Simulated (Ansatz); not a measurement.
Ansatz (a first-principles code) input:

Ansatz 0.2 input:
```yaml
crystal:
  lattice:
    - [4.4195706436, 0.0, 0.0]
    - [0.0, 4.4195706436, 0.0]
    - [0.0, 0.0, 9.4263648676]
  atoms:
    - { symbol: Ba, position: [0.0, 0.5, 0.656714735] }
    - { symbol: Ba, position: [0.5, 0.0, 0.343285265] }
    - { symbol: Cu, position: [0.0, 0.0, 0.0] }
    - { symbol: Cu, position: [0.5, 0.5, 0.0] }
    - { symbol: Te, position: [0.5, 0.0, 0.8401990254] }
    - { symbol: Te, position: [0.0, 0.5, 0.1598009746] }
    - { symbol: F, position: [0.5, 0.5, 0.5] }
    - { symbol: F, position: [0.0, 0.0, 0.5] }
kpoints:
  mp_grid: { grid: [6, 6, 3] }
hamiltonian:
  xc: r2scan
  pseudopotentials: { kind: paw }
scf:
  occupations: { method: fixed }
checkpoint: { read: static.run }
output: { bader: true, populations: true }
```

Output (shortened):

```
Pseudopotential: Ba, paw, valence charge 10
Pseudopotential: Cu, paw, valence charge 19
Pseudopotential: Te, paw, valence charge 16
Pseudopotential: F, paw, valence charge 7
Functional definition: r2SCAN
Crystal: 8 atoms, lattice volume = 184.121 Å³
Basis set: ecut = 500 eV, 4631 PW (Γ), exchange–correlation on 144×144×288 points (64 copies of the dense FFT grid, shifted against one another)
Bands: 63, of which v1, the nominal top of the filled ones, is band 52 counted from 1 (51 counted from 0)
Symmetry: 16 space group operations
Space group: P4/nmm (ITA 129), of the structure as read, at distance tolerance 5.7e-5 Å
k-points: 20 of 108
Stability of the state it starts from, as read at its close in the unpolarized treatment …
iter 1 solved again at ethr=1.00e-6 eV; its pass at ethr=3.10e-3 eV (dr2=1.04e-3 eV) is discarded
SCF iter   1: F=—  HF=-40811.872110 eV  |F-HF|=—  |Δ(HF+E_count)|=         —  Δρ=1.32e-6  dr2=3.15e-9  dr2_τ=8.45e-11  ethr=1.00e-6  ⟨swp⟩=3.0  Hψ=7847  notcnv=0  defer=179
preconditioner: auto → Resta (q_TF=auto, 2.481 Å⁻¹)
SCF iter   2: F=—  HF=-40811.872204 eV  |F-HF|=—  |Δ(HF+E_count)|=   9.34e-5  Δρ=1.33e-6  dr2=2.09e-9  dr2_τ=1.19e-10  ethr=3.03e-12  ⟨swp⟩=16.9  Hψ=9222  notcnv=0
SCF iter   3: F=-40811.872204 eV  HF=-40811.872204 eV  |F-HF|=2.47e-10  |Δ(HF+E_count)|=  4.51e-10  Δρ=4.18e-7  dr2=3.31e-10  dr2_τ=1.80e-11  ethr=2.01e-12  ⟨swp⟩=1.0  Hψ=2888  notcnv=0
SCF 1 converged in 3 iterations: F = -40811.872204 eV  dr2 = 3.31e-10
SCF converged after 3 iterations
Free energy (F): -40811.872204 eV
Harris-Foulkes:  -40811.872204 eV  (|F-HF|=2.47e-10)
Internal energy: -40811.872204 eV  (E = F + TS)
E sigma→0 (E₀):  -40811.872204 eV
Fermi energy:    10.019026 eV
--- Per-component energies (eV) ---
  E_band       = -1605.159439
  E_kinetic    = 1719.083800
  E_local      = -18520.862146  (includes V_loc(G=0)·N_el)
  E_nonlocal   = 451.739522
  E_hartree    = 8849.881157
  E_xc         = -871.473117
  E_vxc        = -999.883116  (∫ρ·V_xc dr)
  E_paw        = -23661.385133  (= ΣΔE_a)
  E_vpaw       = -2017.194966  (= ΣTr[D̂ρ^β])
  E_aug_tail   = 0.002207  (compensation charges beyond the density's cutoff)
  E_vtau       = 62.191523  (kinetic-family band-sum trace: ∫τ·v_τ [+ j·A + Jᵃ·Aᵃ] dr)
  E_ewald      = -8778.904037
  E_core_change = 0.045544  (= ΣΔE_core)
  E_smearing   =  0.000000  (= −TS)
  E_closure    = 0.000000  (closes the sum)
  Σ components = -40811.872204   (vs F -40811.872204, Δ=0.00e0)
  [band-id]    e_kinetic+e_local+e_nonlocal+2·e_hartree+e_vxc+e_vpaw+e_augmentation_tail+e_vtau = -1605.160862   (vs E_band -1605.159439, Δ=-1.42e-3)
--- Band table (eV; the first three rows and the last of 20) ---
  k-point 0: bands = ["-105.6620", "-105.6616", "-61.5317", "-61.5310", "-61.5158", "-61.5158", "-61.5116", "-61.5116", "-27.4077", "-27.4071", "-27.4042", "-27.4042", "-27.4031", "-27.4031", "-27.4022", "-27.4016", "-27.3887", "-27.3884", "-18.7958", …
  k-point 1: bands = ["-105.6620", "-105.6616", "-61.5317", "-61.5310", "-61.5158", "-61.5158", "-61.5116", "-61.5116", "-27.4077", "-27.4070", "-27.4042", "-27.4042", "-27.4031", "-27.4031", "-27.4022", "-27.4016", "-27.3887", "-27.3884", "-18.7957", …
  k-point 2: bands = ["-105.6620", "-105.6616", "-61.5317", "-61.5311", "-61.5155", "-61.5155", "-61.5119", "-61.5119", "-27.4074", "-27.4068", "-27.4042", "-27.4041", "-27.4033", "-27.4032", "-27.4022", "-27.4017", "-27.3886", "-27.3884", "-18.7675", …
  k-point 19: bands = ["-105.6618", "-105.6618", "-61.5314", "-61.5314", "-61.5162", "-61.5162", "-61.5113", "-61.5113", "-27.4054", "-27.4054", "-27.4049", "-27.4049", "-27.4032", "-27.4032", "-27.4025", "-27.4025", "-27.3879", "-27.3879", "-18.5649", …
--- Löwdin populations: 8 sites ---
  site symbol       q [e]
     0     Ba      8.2987
     1     Ba      8.2987
     2     Cu     18.5475
     3     Cu     18.5475
     4     Te     16.9383
     5     Te     16.9383
     6      F      7.7986
     7      F      7.7986
  spilling = 0.008016 (of n_electrons = 104.000000)
--- Bader charges: 8 sites ---
  site symbol  charge [e]  shift [e]
     0     Ba      1.5636     0.0000
     1     Ba      1.5636     0.0000
     2     Cu      0.2218     0.0039
     3     Cu      0.2218     0.0039
     4     Te     -0.9216     0.0039
     5     Te     -0.9216     0.0039
     6      F     -0.8638     0.0000
     7      F     -0.8638     0.0000
  shift: an alarm, by how much a part of what the PAW files miss would move the charge. Where it is large, compare
  with a run on PAW files of another source; a small one proves nothing
  estimated error of the sums over rays = 3.7e-4 e
```

Cost: around 70 core-seconds (rough) on shared cores.

The workflow started from a Materials Project entry (that database holds measured and hypothetical structures alike); the Crystallography Open Database copy checked does not list it. Whether it is the stable phase at ambient conditions was not checked. The cell was relaxed with r²SCAN under the symmetry of its start; whether a distortion lowers the energy is not shown. No spin polarisation was allowed. No Hubbard U is applied. Spin–orbit coupling is left out wherever it is not named.

Potentials: the later of the program's two PAW sets.

Ansatz is a plane-wave DFT program.
